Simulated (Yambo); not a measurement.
# Bethe-Salpeter results for BN

```
BN
1.0
    2.50536     0.00000     0.00000
   -1.25268     2.16970     0.00000
    0.00000     0.00000     6.61027
B N
2 2
Cartesian
  0.00000   1.44647   1.65257
  1.25268   0.72323   4.95770
  0.00000   1.44647   4.95770
  1.25268   0.72323   1.65257
```

Cell and atoms were relaxed with PBE+D3(BJ) from Materials Project entry mp-984, within its symmetry.

BSE in Yambo on PBEsol (Quantum ESPRESSO, PseudoDojo norm-conserving, 84 Ry, scalar-relativistic) bands: 12×12×4 mesh, 5 valence and 2 conduction bands, static screening with 23 bands and a 4 Ry block, scissor 1.66 eV, Tamm-Dancoff; field along x.

| state | energy (eV) | states within 2 meV | relative strength | class | main transitions |
|---|---|---|---|---|---|
| 1 | 5.39 | 2 | < 0.01 | dark | VB → CB (66 %) |
| 2 | 5.45 | 2 | 1.00 | strong | several band pairs |
| 3 | 5.71 | 1 | < 0.01 | dark | VB → CB (95 %) |
| 4 | 5.78 | 1 | < 0.01 | dark | VB → CB (95 %) |
| 5 | 5.80 | 2 | < 0.01 | dark | VB → CB (79 %) |
| 6 | 5.85 | 1 | < 0.01 | dark | several band pairs |
| 7 | 5.86 | 1 | < 0.01 | dark | several band pairs |
| 8 | 5.87 | 2 | 0.05 | strong | VB → CB (90 %) |
| 9 | 5.88 | 2 | < 0.01 | dark | several band pairs |
| 10 | 5.89 | 1 | < 0.01 | dark | VB → CB (95 %) |

These are vertical excitations (zero momentum); the indirect quasiparticle gap, about 5.73 eV, is smaller than the direct one (6.26 eV on the GW mesh). The direct quasiparticle gap on this mesh is 6.26 eV; counted from there, state 1 is bound by 0.87 eV. Convergence with the mesh was not shown.

Spin singlets only. Strengths are relative to the strongest of the lowest states of this run; strong means a line over 3 % of the spectrum's maximum, dark under 0.03 %. Absolute energies carry the error of the G0W0 scissor, whose convergence isn't established; the long-wavelength screening was taken along (1,1,1) although the crystal is anisotropic.
